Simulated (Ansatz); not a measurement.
## Pb: frozen-core PAW against all-electron methods

```xyz
2
Lattice="0.0688 3.4734 3.4734 3.4734 0.0688 3.4734 3.4734 3.4734 0.0688" Properties=species:S:1:pos:R:3 pbc="T T T"
Pb    0.0000    0.0000    0.0000
Pb    1.7539    1.7539    1.7539
```

Atoms are numbered in the order listed.

Structure from Materials Project entry mp-1247117 (possibly hypothetical), not relaxed further. The listed cell was then made from it by scaling, straining or moving an atom.

No spin–orbit coupling, which matters for the heavy atoms here.

All numbers are computed: DFT, LDA, PAW with Ansatz's default frozen-core files, scalar-relativistic (Ansatz 0.2.0); DFT, LDA, all-electron PAW with datasets made for the crystal, scalar-relativistic (Ansatz 0.2.0); DFT, LDA, all-electron LAPW, scalar-relativistic (Ansatz 0.2.0).

For PAW: a Γ-centred 8×8×8 k mesh, Fermi–Dirac smearing of 0.05 eV, cutoff 420 eV, no spin polarisation; the PAW files were made with PBE, and the program remakes their frozen cores for this functional. The crystal-made all-electron datasets (AE datasets) take a cutoff of 240 eV at this cell. LAPW targets a basis error of 0.25 meV/atom. The Ansatz runs share mesh, smearing and spin set-up. Plane-wave (PAW) pressures include the program's estimate of the Pulay term.

Stress and pressure are positive in compression.

The change that made this cell: equal xy, yz and zx engineering shear strains of +2 %.

No spin–orbit coupling: at heavy atoms the gradients can be off by tens of per cent for that reason.

In a metal, gradients converge slowly with the k mesh: the values move by tens of per cent from one mesh to another, at times in sign, so only the comparison on one mesh counts.

```json
{"quantity": "pressure (GPa)", "PAW": "-0.69", "AE datasets": "-0.68", "LAPW": "-0.68"}
{"quantity": "stress yz (GPa)", "PAW": "-0.64", "AE datasets": "-0.64", "LAPW": "-0.64"}
{"quantity": "stress xz (GPa)", "PAW": "-0.64", "AE datasets": "-0.64", "LAPW": "-0.64"}
{"quantity": "stress xy (GPa)", "PAW": "-0.64", "AE datasets": "-0.64", "LAPW": "-0.64"}
{"quantity": "force on Pb1, y (eV/Å)", "PAW": "0.114", "AE datasets": "0.114", "LAPW": "0.114"}
{"quantity": "field gradient Vzz at Pb1 (10²¹ V/m²)", "PAW": "5.15", "AE datasets": "5.13", "LAPW": "–"}
```

PAW's pressure differs from the LAPW value by about 0.01 GPa or less. Datasets made for the crystal and LAPW share parts of one code, so their agreement isn't an independent check.
